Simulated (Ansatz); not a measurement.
Cu Kα1 powder pattern (kinematic, no thermal factors).
```json
{"2θ (°)": "20.03", "relative intensity": "5"}
{"2θ (°)": "22.34", "relative intensity": "16"}
{"2θ (°)": "28.35", "relative intensity": "5"}
{"2θ (°)": "34.96", "relative intensity": "100"}
{"2θ (°)": "36.49", "relative intensity": "5"}
{"2θ (°)": "40.52", "relative intensity": "66"}
{"2θ (°)": "40.71", "relative intensity": "33"}
{"2θ (°)": "45.60", "relative intensity": "3"}
{"2θ (°)": "46.76", "relative intensity": "5"}
{"2θ (°)": "50.35", "relative intensity": "2"}
{"2θ (°)": "55.66", "relative intensity": "3"}
{"2θ (°)": "55.81", "relative intensity": "1"}
{"2θ (°)": "58.65", "relative intensity": "20"}
{"2θ (°)": "58.79", "relative intensity": "39"}
{"2θ (°)": "62.63", "relative intensity": "1"}
{"2θ (°)": "63.57", "relative intensity": "1"}
{"2θ (°)": "70.13", "relative intensity": "25"}
{"2θ (°)": "70.39", "relative intensity": "12"}
{"2θ (°)": "71.21", "relative intensity": "1"}
{"2θ (°)": "73.84", "relative intensity": "19"}
{"2θ (°)": "78.15", "relative intensity": "1"}
{"2θ (°)": "80.89", "relative intensity": "1"}
{"2θ (°)": "85.16", "relative intensity": "1"}
{"2θ (°)": "87.68", "relative intensity": "6"}
{"2θ (°)": "88.16", "relative intensity": "3"}
```

The pattern is computed from a structure relaxed with DFT PBE, scalar-relativistic, plane waves, PAW in Ansatz. No spin polarisation. Its elements are C, Ti, Zr.

**Question.** Give the structure.

**Answer.** ZrTi3C4.
Space group I4/mmm (No. 139). a = 4.449 Å, b = 4.449 Å, c = 8.858 Å, α = 90.00°, β = 90.00°, γ = 90.00°
| atom | site | symmetry | x | y | z |
| --- | --- | --- | --- | --- | --- |
| Zr | 2b | 4/mmm | 0.5000 | 0.5000 | 0.0000 |
| Ti | 2a | 4/mmm | 0.0000 | 0.0000 | 0.0000 |
| Ti | 4d | -4m2 | 0.0000 | 0.5000 | 0.2500 |
| C | 4e | 4mm | 0.0000 | 0.0000 | 0.2439 |
| C | 4c | mmm. | 0.5000 | 0.0000 | 0.0000 |

A pattern alone doesn't exclude other cells with like lines; this is the one computed.

The structure comes from a generated guess; another structure or a mixture of phases may lie lower.
